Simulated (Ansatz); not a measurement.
An Ansatz (a first-principles code) run. Input:

Ansatz 0.2 input:
```yaml
crystal:
  lattice:
    - [4.0371952871, 0.0, 0.0]
    - [0.0, 4.0371952871, 0.0]
    - [0.0, 0.0, 4.0371952871]
  atoms:
    - { symbol: Sr, position: [0.5, 0.5, 0.5] }
    - { symbol: Nb, position: [0.0, 0.0, 0.0] }
    - { symbol: O, position: [0.0, 0.5, 0.0] }
    - { symbol: O, position: [0.5, 0.0, 0.0] }
    - { symbol: O, position: [0.0, 0.0, 0.5] }
kpoints:
  mp_grid: { grid: [8, 8, 8] }
  band_path:
    path:
      - [[0.0, 0.0, 0.0], [0.0, 0.5, 0.0], [0.5, 0.5, 0.0], [0.0, 0.0, 0.0], [0.5, 0.5, 0.5], [0.0, 0.5, 0.0]]  # Γ-X-M-Γ-R-X
      - [[0.5, 0.5, 0.5], [0.5, 0.5, 0.0]]  # R-M
    npoints: 12
hamiltonian:
  xc: r2scan
  pseudopotentials: { kind: paw }
magnetization: { noncollinear: true, spin_orbit: true }
scf:
  n_extra_bands: 13
  convergence: { dr2_threshold: 0.0000000001 }
  occupations: { method: gaussian, width: 0.05 }
output: { eigenvalues: true }
```

Output (shortened):

```
Pseudopotential: Sr, paw_fr, valence charge 10
Pseudopotential: Nb, paw_fr, valence charge 13
Pseudopotential: O, paw_fr, valence charge 6
Functional definition: r2SCAN
non-collinear run that drives no moment, with spin-orbit …
Crystal: 5 atoms, lattice volume = 65.802 Å³
Basis set: ecut = 500 eV, 1743 PW (Γ), exchange–correlation on 120×120×120 points (64 copies of the dense FFT grid, shifted against one another)
Bands: 54, of which v1, the nominal top of the filled ones, is band 41 counted from 1 (40 counted from 0)
Symmetry: 48 space group operations + 48 with time reversal
k-points: 35 of 512
Projection manifold: j_resolved (fully-relativistic pseudo-atomic orbitals)
SCF iter   1: F=—  HF=-9822.567104 eV  |F-HF|=—  |Δ(HF+E_count)|=         —  Δρ=5.78e-2  dr2=2.72e0  dr2_τ=8.85e-2  dr2_m=0.00e0 (ungated)  ethr=3.10e-3  |M|=0.00e0 ∫|m|=0.00e0 μB  |m|>n=0.0e0 m-floor=0.0e0 τ_xc=0.0e0  β_m=0.30  ⟨swp⟩=9.3  Hψ=5341  notcnv=0  defer=4
preconditioner: auto → Kerker (q_TF=auto, 2.521 Å⁻¹)
spin=Noncollinear: Kerker preconditioning applied to the charge; magnetization (m_x, m_y, m_z) channels mix plain (no charge-response kernel on spin).
SCF iter   2: F=—  HF=-9822.550085 eV  |F-HF|=—  |Δ(HF+E_count)|=   1.70e-2  Δρ=4.37e-2  dr2=1.45e0  dr2_τ=1.43e-2  dr2_m=0.00e0 (ungated)  ethr=3.10e-3  |M|=0.00e0 ∫|m|=0.00e0 μB  |m|>n=0.0e0 m-floor=0.0e0 τ_xc=0.0e0  β_m=0.65  ⟨swp⟩=2.0  Hψ=1238  notcnv=0  defer=206
SCF iter   3: F=—  HF=-9822.356652 eV  |F-HF|=—  |Δ(HF+E_count)|=   1.93e-1  Δρ=8.91e-3  dr2=8.76e-2  dr2_τ=1.95e-3  dr2_m=0.00e0 (ungated)  ethr=3.10e-3  |M|=0.00e0 ∫|m|=0.00e0 μB  |m|>n=0.0e0 m-floor=0.0e0 τ_xc=0.0e0  β_m=0.72  ⟨swp⟩=3.1  Hψ=1593  notcnv=0  defer=206
SCF iter   4: F=—  HF=-9822.340556 eV  |F-HF|=—  |Δ(HF+E_count)|=   1.61e-2  Δρ=3.85e-3  dr2=1.18e-2  dr2_τ=2.36e-4  dr2_m=0.00e0 (ungated)  ethr=2.14e-4  |M|=0.00e0 ∫|m|=0.00e0 μB  |m|>n=0.0e0 m-floor=0.0e0 τ_xc=0.0e0  β_m=0.86  ⟨swp⟩=2.7  Hψ=1765  notcnv=0  defer=232
SCF iter   5: F=—  HF=-9822.339230 eV  |F-HF|=—  |Δ(HF+E_count)|=   1.33e-3  Δρ=1.45e-3  dr2=1.40e-3  dr2_τ=5.97e-5  dr2_m=0.00e0 (ungated)  ethr=2.89e-5  |M|=0.00e0 ∫|m|=0.00e0 μB  |m|>n=0.0e0 m-floor=0.0e0 τ_xc=0.0e0  β_m=0.93  ⟨swp⟩=2.0  Hψ=1591  notcnv=0  defer=234
SCF iter   6: F=—  HF=-9822.339292 eV  |F-HF|=—  |Δ(HF+E_count)|=   6.18e-5  Δρ=4.75e-4  dr2=1.83e-4  dr2_τ=4.35e-6  dr2_m=0.00e0 (ungated)  ethr=3.42e-6  |M|=0.00e0 ∫|m|=0.00e0 μB  |m|>n=0.0e0 m-floor=0.0e0 τ_xc=0.0e0  β_m=0.96  ⟨swp⟩=2.0  Hψ=1375  notcnv=0  defer=234
SCF iter   7: F=—  HF=-9822.339269 eV  |F-HF|=—  |Δ(HF+E_count)|=   2.30e-5  Δρ=9.24e-5  dr2=6.64e-6  dr2_τ=3.39e-7  dr2_m=0.00e0 (ungated)  ethr=4.46e-7  |M|=0.00e0 ∫|m|=0.00e0 μB  |m|>n=0.0e0 m-floor=0.0e0 τ_xc=0.0e0  β_m=0.98  ⟨swp⟩=2.0  Hψ=1172  notcnv=0  defer=234
SCF iter   8: F=—  HF=-9822.339268 eV  |F-HF|=—  |Δ(HF+E_count)|=   7.82e-7  Δρ=2.40e-5  dr2=5.05e-7  dr2_τ=6.12e-9  dr2_m=0.00e0 (ungated)  ethr=1.62e-8  |M|=0.00e0 ∫|m|=0.00e0 μB  |m|>n=0.0e0 m-floor=0.0e0 τ_xc=0.0e0  β_m=0.99  ⟨swp⟩=2.9  Hψ=1683  notcnv=0  defer=234
SCF iter  11: F=-9822.339270 eV  HF=-9822.339270 eV  |F-HF|=1.82e-12  |Δ(HF+E_count)|=  5.46e-10  Δρ=2.04e-7  dr2=1.93e-11  dr2_τ=7.51e-13  dr2_m=0.00e0 (ungated)  ethr=1.00e-12  |M|=0.00e0 ∫|m|=0.00e0 μB  |m|>n=0.0e0 m-floor=0.0e0 τ_xc=0.0e0  ⟨swp⟩=11.3  Hψ=3893  notcnv=0
SCF 1 converged in 11 iterations: F = -9822.339270 eV  dr2 = 1.93e-11
NSCF: frozen V_eff on 74 k-points
SCF converged after 11 iterations
Magnetization: |M| = 0.0000 μB,  M = (+0.0000, +0.0000, +0.0000) μB
Absolute magnetization: 0.0000 μB (∫|m|)
  site 0: m = (+0.0000, +0.0000, +0.0000) μB, |m| = 0.0000 μB  (R = 1.18 Å)
  site 1: m = (+0.0000, +0.0000, +0.0000) μB, |m| = 0.0000 μB  (R = 0.83 Å)
  site 2: m = (+0.0000, +0.0000, +0.0000) μB, |m| = 0.0000 μB  (R = 0.83 Å)
  site 3: m = (+0.0000, +0.0000, +0.0000) μB, |m| = 0.0000 μB  (R = 0.83 Å)
  site 4: m = (+0.0000, +0.0000, +0.0000) μB, |m| = 0.0000 μB  (R = 0.83 Å)
Free energy (F): -9822.339270 eV
Harris-Foulkes:  -9822.339270 eV  (|F-HF|=1.82e-12)
Internal energy: -9822.337619 eV  (E = F + TS)
E sigma→0 (E₀):  -9822.338445 eV
Entropy (-TS):   -0.001651 eV (-0.330 meV/atom)
Fermi energy:    13.827256 eV
--- Per-component energies (eV) ---
  E_band       = -197.271340
  E_kinetic    = 1171.785495
  E_local      = -2448.953337  (includes V_loc(G=0)·N_el)
  E_nonlocal   = 459.091180
  E_hartree    = 785.177581
  E_xc         = -556.374808
  E_vxc        = -735.056790  (∫ρ·V_xc dr)
  E_paw        = -6274.742420  (= ΣΔE_a)
  E_vpaw       = -259.033131  (= ΣTr[D̂ρ^β])
  E_aug_tail   = 0.002991  (compensation charges beyond the density's cutoff)
  E_vtau       = 44.537185  (kinetic-family band-sum trace: ∫τ·v_τ [+ j·A + Jᵃ·Aᵃ] dr)
  E_ewald      = -2957.889414
  E_core_change = -0.434888  (= ΣΔE_core)
  E_smearing   = -0.001651  (= −TS)
  E_closure    =  0.000000  (closes the sum)
  Σ components = -9822.339270   (vs F -9822.339270, Δ=0.00e0)
  [band-id]    e_kinetic+e_local+e_nonlocal+2·e_hartree+e_vxc+e_vpaw+e_augmentation_tail+e_vtau = -197.271244   (vs E_band -197.271340, Δ=9.56e-5)
--- Band table (eV; the first three rows and the last of 35) ---
  k-point 0: bands = ["-45.0607", "-45.0607", "-24.3289", "-24.3289", "-21.9355", "-21.9355", "-19.8817", "-19.8817", "-19.8817", "-19.8817", "-8.3610", "-8.3610", "-7.8653", "-7.8653", "-7.8653", "-7.8653", "-6.4668", "-6.4668", "-5.3294", "-5.3294", …
  k-point 1: bands = ["-45.0603", "-45.0603", "-24.3274", "-24.3274", "-21.9414", "-21.9414", "-19.9010", "-19.9010", "-19.8807", "-19.8807", "-8.3552", "-8.3552", "-7.8614", "-7.8614", "-7.7858", "-7.7858", "-6.4380", "-6.4380", "-5.3254", "-5.3254", …
  k-point 2: bands = ["-45.0594", "-45.0594", "-24.3238", "-24.3238", "-21.9562", "-21.9562", "-19.9465", "-19.9465", "-19.8784", "-19.8784", "-8.4191", "-8.4191", "-7.8522", "-7.8522", "-7.4882", "-7.4882", "-6.3801", "-6.3801", "-5.3158", "-5.3158", …
  k-point 34: bands = ["-45.0531", "-45.0531", "-24.2917", "-24.2917", "-22.0608", "-22.0608", "-20.0699", "-20.0699", "-20.0699", "-20.0699", "-7.0488", "-7.0488", "-6.8708", "-6.8708", "-6.8708", "-6.8708", "-6.6301", "-6.6301", "-5.5310", "-5.5310", …
```

Cost: roughly 90 core-seconds on shared cores.

Space group Pm-3m (cubic perovskite). The first step of the workflow began from a Materials Project structure, measured or hypothetical; the Crystallography Open Database copy checked does not list it. COD files the formula under space group No. 62. Its standing as an ambient phase is unchecked. The r²SCAN relaxation kept the symmetry of its start; its stability against distortions is not shown here. No spin polarisation was allowed.

Potentials: the later of the program's two PAW sets.

Ansatz is a plane-wave DFT program.
